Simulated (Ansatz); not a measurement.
Geometry optimisation in Ansatz: input, command and trajectory.

```yaml
crystal:
  lattice:
    - [5.5555734715, 0.0, 0.0]
    - [0.0, 5.5555734715, 0.0]
    - [0.0, 0.0, 3.5783504358]
  atoms:
    - { symbol: Mn, position: [0.306, 0.306, 0.0], spin: 3.88 }
    - { symbol: Mn, position: [0.194, 0.806, 0.5], spin: 3.88 }
    - { symbol: Mn, position: [0.694, 0.694, 0.0], spin: 3.88 }
    - { symbol: Mn, position: [0.806, 0.194, 0.5], spin: 3.88 }
    - { symbol: Cl, position: [0.0, 0.0, 0.0] }
    - { symbol: Cl, position: [0.5, 0.5, 0.5] }
basis:
  ecutwfc: 420
kpoints:
  mp_grid: { grid: [4, 4, 6] }
hamiltonian:
  xc: pbe
scf:
  occupations: { method: gaussian, width: 0.1 }
  lower_state_search: "off"
output:
  forces: true
  stress: true
  eigenvalues: true
  populations: true
magnetization:
  spin_polarized: true
relax:
  adjacent_minimum: "off"
  f_tol: 0.04
  max_steps: 70
  cell: { stress_tol: 0.4 }
```

```bash
ansatz run input.yaml --threads 1 --pin off --max-ram 2560MiB --backend cpu --events-out ev --progress --plain --runs-dir out
```

Computed with DFT PBE, scalar-relativistic, plane waves, PAW in Ansatz 0.2.0.

Of 7 frames 6 are shown, positions in Å and forces in eV/Å; the SCF threshold varies from step to step. Steps run on the plane waves of an earlier cell, with a Pulay correction in the pressure. The basis is chosen afresh for the last frame, the zero of the energies, and at times for earlier ones too; energy and pressure step there, also at an unchanged geometry.

```xyz
6
Lattice="5.5556 0.0000 0.0000 0.0000 5.5556 0.0000 0.0000 0.0000 3.5783" Properties=species:S:1:pos:R:3:forces:R:3 pbc="T T T" step=1 free_energy_over_end_meV_per_atom=68.85 pressure_GPa=-0.12
Mn    1.7000    1.7000    0.0000   -0.4808   -0.4808    0.0000
Mn    1.0778    4.4778    1.7892    0.4808   -0.4808    0.0000
Mn    3.8556    3.8556    0.0000    0.4808    0.4808    0.0000
Mn    4.4778    1.0778    1.7892   -0.4808    0.4808    0.0000
Cl    0.0000    0.0000    0.0000    0.0000    0.0000    0.0000
Cl    2.7778    2.7778    1.7892    0.0000    0.0000    0.0000
6
Lattice="5.5485 0.0000 0.0000 0.0000 5.5485 0.0000 0.0000 0.0000 3.5593" Properties=species:S:1:pos:R:3:forces:R:3 pbc="T T T" step=2 free_energy_over_end_meV_per_atom=54.66 pressure_GPa=-0.26
Mn    1.6709    1.6709    0.0000   -0.3430   -0.3430    0.0000
Mn    1.1033    4.4451    1.7797    0.3430   -0.3430    0.0000
Mn    3.8776    3.8776    0.0000    0.3430    0.3430    0.0000
Mn    4.4451    1.1033    1.7797   -0.3430    0.3430    0.0000
Cl    0.0000    0.0000    0.0000    0.0000    0.0000    0.0000
Cl    2.7742    2.7742    1.7797    0.0000    0.0000    0.0000
6
Lattice="5.5557 0.0000 0.0000 0.0000 5.5557 0.0000 0.0000 0.0000 3.4119" Properties=species:S:1:pos:R:3:forces:R:3 pbc="T T T" step=3 free_energy_over_end_meV_per_atom=31.97 pressure_GPa=0.60
Mn    1.5801    1.5801    0.0000    0.0362    0.0362    0.0000
Mn    1.1978    4.3579    1.7059   -0.0362    0.0362    0.0000
Mn    3.9757    3.9757    0.0000   -0.0362   -0.0362    0.0000
Mn    4.3579    1.1978    1.7059    0.0362   -0.0362    0.0000
Cl    0.0000    0.0000    0.0000    0.0000    0.0000    0.0000
Cl    2.7779    2.7779    1.7059    0.0000    0.0000    0.0000
6
Lattice="5.6790 0.0000 0.0000 0.0000 5.6790 0.0000 0.0000 0.0000 3.2371" Properties=species:S:1:pos:R:3:forces:R:3 pbc="T T T" step=4 free_energy_over_end_meV_per_atom=15.90 pressure_GPa=0.90
Mn    1.5572    1.5572    0.0000    0.1853    0.1853    0.0000
Mn    1.2824    4.3967    1.6185   -0.1853    0.1853    0.0000
Mn    4.1219    4.1219    0.0000   -0.1853   -0.1853    0.0000
Mn    4.3967    1.2824    1.6185    0.1853   -0.1853    0.0000
Cl    0.0000    0.0000    0.0000    0.0000    0.0000    0.0000
Cl    2.8395    2.8395    1.6185    0.0000    0.0000    0.0000
6
Lattice="5.8555 0.0000 0.0000 0.0000 5.8555 0.0000 0.0000 0.0000 3.0653" Properties=species:S:1:pos:R:3:forces:R:3 pbc="T T T" step=5 free_energy_over_end_meV_per_atom=0.40 pressure_GPa=0.18
Mn    1.5803    1.5803    0.0000    0.0818    0.0818    0.0000
Mn    1.3475    4.5080    1.5326   -0.0818    0.0818    0.0000
Mn    4.2752    4.2752    0.0000   -0.0818   -0.0818    0.0000
Mn    4.5080    1.3475    1.5326    0.0818   -0.0818    0.0000
Cl    0.0000    0.0000    0.0000    0.0000    0.0000    0.0000
Cl    2.9277    2.9277    1.5326    0.0000    0.0000    0.0000
6
Lattice="5.8639 0.0000 0.0000 0.0000 5.8639 0.0000 0.0000 0.0000 3.0625" Properties=species:S:1:pos:R:3:forces:R:3 pbc="T T T" step=7 free_energy_over_end_meV_per_atom=0.00 pressure_GPa=0.01
Mn    1.5916    1.5916    0.0000   -0.0155   -0.0155    0.0000
Mn    1.3404    4.5235    1.5312    0.0155   -0.0155    0.0000
Mn    4.2723    4.2723    0.0000    0.0155    0.0155    0.0000
Mn    4.5235    1.3404    1.5312   -0.0155    0.0155    0.0000
Cl    0.0000    0.0000    0.0000    0.0000    0.0000    0.0000
Cl    2.9319    2.9319    1.5312    0.0000    0.0000    0.0000
```

The start puts this composition into another compound's structure type, which needn't suit it. At the end the space group is P4_2/mnm (tolerance 0.05 Å).

It took 2.2 min on 1 thread of Arm Neoverse V2, on a shared host, peak memory 0.51 GiB.

The k mesh is coarse. Moments started parallel, and an antiferromagnetic order may lie lower.